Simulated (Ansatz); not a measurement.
# SiO2: tetragonal deformation path

All numbers below come from DFT PBE, scalar-relativistic, plane waves, PAW in Ansatz. Cutoff 420 eV, Γ-centred 6×6×10 k-points, Gaussian smearing of 0.05 eV. No spin polarisation. Energies are free energies at this smearing, counted from the undisturbed cell; pressure is positive in compression.

Reference structure (relaxed at this level; this rutile-type form isn't the usual structure):

```
Si O
1.0
     4.23612    0.00000    0.00000
     0.00000    4.23612    0.00000
     0.00000    0.00000    2.69048
Si O
2 4
Direct
  0.50000 0.50000 0.50000
  0.00000 0.00000 0.00000
  0.69302 0.69302 0.00000
  0.19302 0.80698 0.50000
  0.30698 0.30698 0.00000
  0.80698 0.19302 0.50000
```

At fixed volume and fractional coordinates, lengths along (0.000, 0.000, 1.000) are scaled against those across it; ρ is that ratio over its starting value.

```
    ρ  ΔE (meV/atom)
0.800          444.6
0.850          223.7
0.920           55.0
0.960           12.7
1.000            0.0
1.050           16.8
1.100           61.5
1.200          208.4
1.300          401.9
```

(1) Predict the gap on the mesh (eV) at each point.

Results:

(1)
```tsv
ρ	gap on the mesh (eV)
0.800	4.89
0.850	5.19
0.920	5.27
0.960	5.18
1.000	5.04
1.050	4.83
1.100	4.62
1.200	4.30
1.300	4.14
```

Cost: 9 runs of about 1.3 core-minutes in all, on AMD EPYC 7571 (shared hosts).